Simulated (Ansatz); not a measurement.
**Stability checks on a candidate for AlGa2N3**

The cell was found from a structure generator's guess, not taken from experiment.

Method: Ansatz, DFT PBE, scalar-relativistic, plane waves, PAW. The final run on the 6-atom cell used 420 eV, a Γ-centred 12×12×4 mesh, 0.02 eV smearing and no spin polarisation.

Space group P3m1 (No. 156). a = 3.182 Å, b = 3.182 Å, c = 7.795 Å, α = 90.00°, β = 90.00°, γ = 120.00°
| atom | site | symmetry | x | y | z |
| --- | --- | --- | --- | --- | --- |
| Al | 1a | 3m. | 0.0000 | 0.0000 | 0.3331 |
| Ga | 1b | 3m. | 0.3333 | 0.6667 | 0.0028 |
| Ga | 1c | 3m. | 0.6667 | 0.3333 | 0.6641 |
| N | 1c | 3m. | 0.6667 | 0.3333 | 0.9163 |
| N | 1a | 3m. | 0.0000 | 0.0000 | 0.5768 |
| N | 1b | 3m. | 0.3333 | 0.6667 | 0.2570 |

The zero of energy is the elements' standard structures at the same level (N₂ as a molecule); no fitted shifts are applied.

Task: These tests were run: energy against the elements; phonons on a 3×3×1 q mesh. What do they show?

Result:

| test | result |
| --- | --- |
| energy against the elements | −0.735 eV/atom |
| phonons on a 3×3×1 q mesh | no imaginary mode on the mesh |

It fails none of these tests. Whether a mixture of other phases lies lower isn't tested here.

The run for the phonons used a 12×12×4 k mesh.
